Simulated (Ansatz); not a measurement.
InSb:
```yaml
crystal:
  lattice:
    - [4.17345, 0.00000, 0.00000]
    - [-2.08673, 3.61432, 0.00000]
    - [0.00000, 0.00000, 7.34891]
  atoms:
    - { symbol: In, position: [0.00000, 0.00000, 0.00000] }
    - { symbol: In, position: [0.00000, 0.00000, 0.50000] }
    - { symbol: Sb, position: [0.33333, 0.66667, 0.25000] }
    - { symbol: Sb, position: [0.66667, 0.33333, 0.75000] }
```

Relaxed with DFT-PBEsol in the program Ansatz with PAW potentials. Indices refer to the conventional cell of P6_3/mmc, a = b = 4.1735 Å, c = 7.3489 Å, α = β = 90.00°, γ = 120.00°.

Q: Simulate the powder diffraction pattern (Co Kα, λ = 1.79026 Å; lines above 1 %) up to 2θ = 90°.

A: Simulated powder pattern, Co Kα, λ = 1.79026 Å (kinematic, ideal powder, no thermal factors, no anomalous dispersion; the 30 strongest lines at most, above 1 %, up to 2θ = 90°):

```json
[
 {"2θ (°)": "28.68", "d (Å)": "3.614", "I/Imax (%)": "13", "hkl": "(1 0 -1 0)"},
 {"2θ (°)": "32.04", "d (Å)": "3.243", "I/Imax (%)": "66", "hkl": "(1 0 -1 1)"},
 {"2θ (°)": "40.66", "d (Å)": "2.577", "I/Imax (%)": "100", "hkl": "(1 0 -1 2)"},
 {"2θ (°)": "50.80", "d (Å)": "2.087", "I/Imax (%)": "48", "hkl": "(1 1 -2 0)"},
 {"2θ (°)": "52.39", "d (Å)": "2.028", "I/Imax (%)": "17", "hkl": "(1 0 -1 3)"},
 {"2θ (°)": "58.32", "d (Å)": "1.837", "I/Imax (%)": "11", "hkl": "(0004)"},
 {"2θ (°)": "59.38", "d (Å)": "1.807", "I/Imax (%)": "1.7", "hkl": "(2 0 -2 0)"},
 {"2θ (°)": "61.34", "d (Å)": "1.755", "I/Imax (%)": "11", "hkl": "(2 0 -2 1)"},
 {"2θ (°)": "66.26", "d (Å)": "1.638", "I/Imax (%)": "2.4", "hkl": "(1 0 -1 4)"},
 {"2θ (°)": "67.01", "d (Å)": "1.622", "I/Imax (%)": "23", "hkl": "(2 0 -2 2)"},
 {"2θ (°)": "75.98", "d (Å)": "1.454", "I/Imax (%)": "5.8", "hkl": "(2 0 -2 3)"},
 {"2θ (°)": "80.95", "d (Å)": "1.379", "I/Imax (%)": "25", "hkl": "(1 1 -2 4)"},
 {"2θ (°)": "81.88", "d (Å)": "1.366", "I/Imax (%)": "1.3", "hkl": "(2 1 -3 0)"},
 {"2θ (°)": "82.21", "d (Å)": "1.362", "I/Imax (%)": "4.8", "hkl": "(1 0 -1 5)"},
 {"2θ (°)": "83.59", "d (Å)": "1.343", "I/Imax (%)": "9.2", "hkl": "(2 1 -3 1)"},
 {"2θ (°)": "88.02", "d (Å)": "1.288", "I/Imax (%)": "1.1", "hkl": "(2 0 -2 4)"},
 {"2θ (°)": "88.71", "d (Å)": "1.280", "I/Imax (%)": "23", "hkl": "(2 1 -3 2)"}
]
```

The start of the workflow was typed in or built on a structure type; neither database checked (COD, Materials Project) lists it. It is not the phase usual at ambient conditions (space group No. 216). Symmetry was held in the PBEsol relaxation; of distortions, only those at the zone centre were tested. Spin–orbit coupling is left out wherever it is not named.

Potentials: the earlier of the program's two PAW sets.
